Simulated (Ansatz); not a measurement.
PtC in space group P-6m2 (No. 187; Pt on 1a, C on 1d), a = b = 3.0195 Å, c = 2.8732 Å, α = β = 90.00°, γ = 120.00°.

Relaxed with PBE.

Problem. Which orbitals make up the states near the Fermi level in PBE (plane waves, PAW; program Ansatz)?

Solution. Within 0.5 eV of the Fermi level: Pt 5d 46 %, C 2p 39 %, C 2s 11 %. Projections are on Löwdin-orthogonalised atomic valence shells; empty p or d shells of many metals are not among them.

Problem. Tabulate the density of states.

Solution. States/eV per cell of 2 atoms, in 0.25 eV bins, energy from the Fermi level.

| E (eV) | total | Pt 5d | C 2p | C 2s |
|---|---|---|---|---|
| -7.85 | 1.51 | 0.68 | 0.63 | 0.04 |
| -7.60 | 2.16 | 1.08 | 0.88 | 0.04 |
| -7.35 | 1.27 | 0.66 | 0.50 | 0.03 |
| -7.10 | 0.97 | 0.54 | 0.37 | 0.03 |
| -6.85 | 0.87 | 0.51 | 0.31 | 0.02 |
| -6.60 | 0.94 | 0.58 | 0.32 | 0.02 |
| -6.35 | 1.31 | 0.86 | 0.40 | 0.01 |
| -6.10 | 1.66 | 1.09 | 0.51 | 0.01 |
| -5.85 | 2.20 | 1.48 | 0.62 | 0.03 |
| -5.60 | 2.00 | 1.44 | 0.48 | 0.02 |
| -5.35 | 2.33 | 1.43 | 0.81 | 0.03 |
| -5.10 | 3.09 | 2.04 | 0.94 | 0.04 |
| -4.85 | 1.59 | 0.99 | 0.52 | 0.03 |
| -4.60 | 1.06 | 0.75 | 0.25 | 0.02 |
| -4.35 | 2.48 | 2.00 | 0.38 | 0.02 |
| -4.10 | 2.11 | 1.67 | 0.35 | 0.03 |
| -3.85 | 1.68 | 1.36 | 0.26 | 0.02 |
| -3.60 | 1.18 | 0.94 | 0.20 | 0.01 |
| -3.35 | 0.90 | 0.77 | 0.10 | 0.01 |
| -3.10 | 0.88 | 0.78 | 0.07 | 0.00 |
| -2.85 | 1.41 | 1.30 | 0.08 | 0.01 |
| -2.60 | 1.14 | 1.01 | 0.10 | 0.01 |
| -2.35 | 0.72 | 0.62 | 0.07 | 0.01 |
| -2.10 | 0.70 | 0.61 | 0.06 | 0.01 |
| -1.85 | 0.79 | 0.66 | 0.09 | 0.02 |
| -1.60 | 0.85 | 0.66 | 0.13 | 0.02 |
| -1.35 | 1.71 | 1.37 | 0.22 | 0.05 |
| -1.10 | 1.24 | 0.83 | 0.26 | 0.09 |
| -0.85 | 2.16 | 1.39 | 0.48 | 0.16 |
| -0.60 | 1.73 | 1.00 | 0.48 | 0.15 |
| -0.35 | 1.21 | 0.60 | 0.43 | 0.12 |
| -0.10 | 0.96 | 0.44 | 0.38 | 0.10 |
| 0.15 | 0.78 | 0.34 | 0.32 | 0.09 |
| 0.40 | 0.69 | 0.29 | 0.29 | 0.08 |
| 0.65 | 0.86 | 0.36 | 0.34 | 0.13 |
| 0.90 | 1.27 | 0.52 | 0.49 | 0.20 |
| 1.15 | 1.91 | 0.73 | 0.81 | 0.27 |
| 1.40 | 1.56 | 0.59 | 0.66 | 0.22 |
| 1.65 | 0.68 | 0.20 | 0.42 | 0.04 |
| 1.90 | 0.80 | 0.23 | 0.51 | 0.03 |
| 2.15 | 1.02 | 0.29 | 0.66 | 0.03 |
| 2.40 | 1.46 | 0.43 | 0.95 | 0.03 |
| 2.65 | 1.15 | 0.35 | 0.73 | 0.02 |
| 2.90 | 0.91 | 0.27 | 0.59 | 0.01 |
| 3.15 | 0.81 | 0.24 | 0.53 | 0.01 |
| 3.40 | 0.68 | 0.20 | 0.45 | 0.01 |
| 3.65 | 0.57 | 0.17 | 0.38 | 0.00 |
| 3.90 | 0.49 | 0.15 | 0.32 | 0.00 |
| 4.15 | 0.29 | 0.08 | 0.17 | 0.00 |
| 4.40 | 0.14 | 0.01 | 0.02 | 0.01 |
| 4.65 | 0.17 | 0.01 | 0.01 | 0.01 |

The start of the workflow was typed in or built on a structure type; neither database checked (COD, Materials Project) lists it. Its standing as an ambient phase is unchecked. The cell was relaxed with PBE under the symmetry of its start; its stability against distortions is not shown here. The run is not spin-polarised. Its formation energy is positive at this level, so the cell may be metastable or incomplete. Scalar-relativistic: spin–orbit coupling is off unless named, which matters more the heavier the elements.

Potentials: the earlier of the program's two PAW sets.
